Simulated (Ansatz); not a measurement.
Starting cell, Ge (diamond):

```yaml
crystal:
  lattice:
    - [0.00000, 2.83635, 2.83635]
    - [2.83635, 0.00000, 2.83635]
    - [2.83635, 2.83635, 0.00000]
  atoms:
    - { symbol: Ge, position: [0.50000, 0.50000, 0.50000] }
    - { symbol: Ge, position: [0.75000, 0.75000, 0.75000] }
```

In this cell atom 2 (Ge, nearest neighbour Ge at 2.456 Å; its periodic images, 4.0 Å or more away, move with it) is moved by u·(1.000, 0.000, 0.000) + v·(0.000, 1.000, 0.000); the rest is frozen.

The numbers are results of r2SCAN (plane waves to 500 eV, PAW, scalar-relativistic; Ansatz, an electronic-structure program), not measurements. k mesh 8×8×8 (Γ-centred), Fermi-Dirac smearing 0.05 eV. As the smearing reaches across the gap at some points, energies and forces of such displacements shift with the k mesh and the smearing. Fu and Fv are the components of the force on the atom. Ge was relaxed with its symmetry unable to fall. The PAW data are Ansatz's earlier set. 

```tsv
Fu (eV/Å)	u = -0.610	u = -0.407	u = -0.203	u = 0.000	u = 0.203	u = 0.407	u = 0.610
v = -0.610	7.64	5.71	…	0.00	…	-5.71	-7.64
v = -0.407	…	4.64	2.57	0.00	-2.57	-4.64	…
v = -0.203	…	4.07	2.28	0.00	-2.28	-4.07	…
v = 0.000	4.70	3.88	2.20	0.00	-2.20	-3.88	-4.70
v = 0.203	…	4.07	2.28	0.00	-2.28	-4.07	…
v = 0.407	…	4.64	2.57	0.00	-2.57	-4.64	…
v = 0.610	7.64	5.71	…	0.00	…	-5.71	-7.64
```

Question: Complete the blanks.

Answer: 
- v = -0.610, u = -0.203: 3.05
- v = -0.610, u = 0.203: -3.05
- v = -0.407, u = -0.610: 5.90
- v = -0.407, u = 0.610: -5.90
- v = -0.203, u = -0.610: 4.97
- v = -0.203, u = 0.610: -4.97
- v = 0.203, u = -0.610: 4.97
- v = 0.203, u = 0.610: -4.97
- v = 0.407, u = -0.610: 5.90
- v = 0.407, u = 0.610: -5.90
- v = 0.610, u = -0.203: 3.05
- v = 0.610, u = 0.203: -3.05

(For displaced atoms, the force is minus the slope of the energy, and its curvature is a force constant, which sets phonon frequencies.)
